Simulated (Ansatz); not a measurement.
The cell of LiPrP₃ is invented: random cell by space group and Wyckoff sites (P-6m2, No. 187). Its size is a rough estimate.

```
Li Pr P
1.0
     4.85824    0.00000    0.00000
    -2.42912    4.20736    0.00000
     0.00000    0.00000    5.69085
Li Pr P
1 1 3
Direct
  0.00000 0.00000 0.50000
  0.66667 0.33333 0.00000
  0.21015 0.78985 0.00000
  0.21015 0.42030 0.00000
  0.57970 0.78985 0.00000
```

These are results of DFT PBE, scalar-relativistic, plane waves, PAW, and for the lanthanide a 4f-in-core norm-conserving potential, in Ansatz, not measurements. Cutoff 660 eV, Gaussian smearing, Γ-centred meshes. Cell and atoms relax first on a coarse mesh and then on a finer one. In between, the cell is made exact in the group found at 0.06 Å. In metals the finer mesh still leaves noise of several meV/atom or more. The steps can't lower the symmetry of their start. No spin polarisation.

A guess keeps its type if space group and coordination stay and the shape of the cell changes little (axis ratios within about 15 %, angles within 6°); the volume may change.

Q: Will the relaxed cell still be of the starting type?

A: It doesn't keep its type. The symmetry stays P-6m2 (No. 187). The volume per atom shrinks by 4.4 %, from 23.3 to 22.2 Å³. The shortest distance goes from 1.80 Å (P–P) to 2.30 Å (P–P). The ratio c/a of the conventional cell changes by a factor of 0.59. Counting neighbours within 15 % of an atom's shortest distance, the start has Li 6, P 2, Pr 6 and the end Li 6, P 2, Pr 6. In detail, at the end Li is surrounded by 6 P at 2.78 Å; around Pr lie 6 P at 2.88 Å; around P lie 2 P at 2.30 Å, 2 Li at 2.78 Å and 2 Pr at 2.88 Å.

```
Li Pr P
1.0
     5.71571    0.00000    0.00000
    -2.85785    4.94995    0.00000
     0.00000    0.00000    3.92907
Li Pr P
1 1 3
Direct
  0.00000 0.00000 0.50000
  0.66667 0.33333 0.00000
  0.19929 0.80071 0.00000
  0.19929 0.39859 0.00000
  0.60141 0.80071 0.00000
```

The zero of energy is the elements' standard structures at the same level; no fitted shifts are applied. The references include black phosphorus.

Q: At what energy does it end?

A: −0.34 eV/atom. A negative formation energy is needed for stability but isn't enough: competing phases decide.

The last run used a 12×12×10 mesh (in the run's order of axes) for its 5-atom cell and Gaussian smearing of 0.10 eV. An odd number of valence electrons (the lanthanide is held trivalent, its 4f shell in the core) allows no gap without spin; another valence of the lanthanide, a larger cell or a magnetic state could open one. The reference form of P is held partly by dispersion forces, which this level lacks. Symmetry constrained the relaxation, so the result can be a saddle point.

The lanthanide is trivalent by construction, without f bands, f moments or other valences. The reference runs of the other elements, and any phases without the lanthanide, used 420 eV, which shifts energies against them by under 10 meV/atom. The lanthanide's reference is the lowest of its hcp, dhcp and fcc cells.
